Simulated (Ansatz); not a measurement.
# GaSb$_{3}$: tetragonal deformation path

Method: DFT PBE+D3(BJ), scalar-relativistic, plane waves, PAW in Ansatz. Settings: plane waves to 420 eV, k-mesh 12×12×12 (Γ-centred), Gaussian smearing 0.15 eV. No spin polarisation. Energies are free energies at this smearing, counted from the undisturbed cell; pressure is positive in compression.

Reference structure (relaxed at this level; with this scan's settings it stands at 0.4 GPa; it needn't be the usual structure):

```xyz
4
Lattice="0.0000 3.6479 3.6479 3.6479 0.0000 3.6479 3.6479 3.6479 0.0000" Properties=species:S:1:pos:R:3 pbc="T T T"
Ga    0.0000    0.0000    0.0000
Sb    1.8239    1.8239    1.8239
Sb    5.4718    5.4718    5.4718
Sb    3.6479    3.6479    3.6479
```

At fixed volume and fractional coordinates, lengths along (0.000, 0.000, 1.000) are scaled against those across it; ρ is that ratio over its starting value. The cell is metallic on the mesh throughout.

Task: Over the sampled range (0.707 to 1.414), is the undisturbed cell the lowest point?

Result: Yes, every other sampled point lies higher.

The scan:

```
    ρ  ΔE (meV/atom)
0.707           86.3
0.780           18.8
0.850            5.4
0.920            3.2
1.000            0.0
1.200           25.6
1.300           31.7
1.414           36.2
```